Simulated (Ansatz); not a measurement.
Relaxed-ion elastic tensor of InGaN2 in space group P3m1 (No. 156; In on 1a, Ga on 1c, N on 1c, N on 1a) in GPa (Voigt order), DFT-r²SCAN in the program Ansatz with PAW potentials; density 6.56 g/cm³, 13.45 Å³ per atom.

```
 260   110  96.0   0.4   0.0   0.0
 110   260  96.0  -0.4   0.0   0.0
96.0  96.0   321   0.0   0.0   0.0
 0.4  -0.4   0.0  62.9   0.0   0.0
 0.0   0.0   0.0   0.0  62.9   0.4
 0.0   0.0   0.0   0.0   0.4  75.0
```

Problem. Is the crystal mechanically stable?

Solution. Yes: the smallest eigenvalue of C is 62.9 GPa.

Problem. Work out the Voigt, Reuss and Hill averages.

Solution. K_V = 161, K_R = 160, K_H = 160; G_V = 76.1, G_R = 73.5, G_H = 74.8 GPa.

Problem. Give Young's modulus, Poisson's ratio, Pugh's ratio and the universal anisotropy index.

Solution. E = 9KG/(3K + G) = 194 GPa; ν = 0.30; K/G = 2.14 (ductile by the Pugh limit of 1.75); A_U = 5G_V/G_R + K_V/K_R − 6 = 0.19.

Problem. Estimate the sound speeds and the Debye temperature.

Solution. v_l = √((K + 4G/3)/ρ) = 6290 m/s, v_t = √(G/ρ) = 3380 m/s, mean 3770 m/s; Θ = (h/k)(3n/4πV)^(1/3) v_m = 472 K.

Problem. How much does each axis shrink under pressure?

Solution. Linear compressibilities β_i = Σ_j S_ij (j = 1 to 3): x 2.2, y 2.2, z 1.8 per TPa.

The workflow started from a Materials Project entry (that database holds measured and hypothetical structures alike); the Crystallography Open Database copy checked does not list it. Whether it is the stable phase at ambient conditions was not checked. The r²SCAN relaxation kept the symmetry of its start; of distortions, only those at the zone centre were tested.

Potentials: the later of the program's two PAW sets.
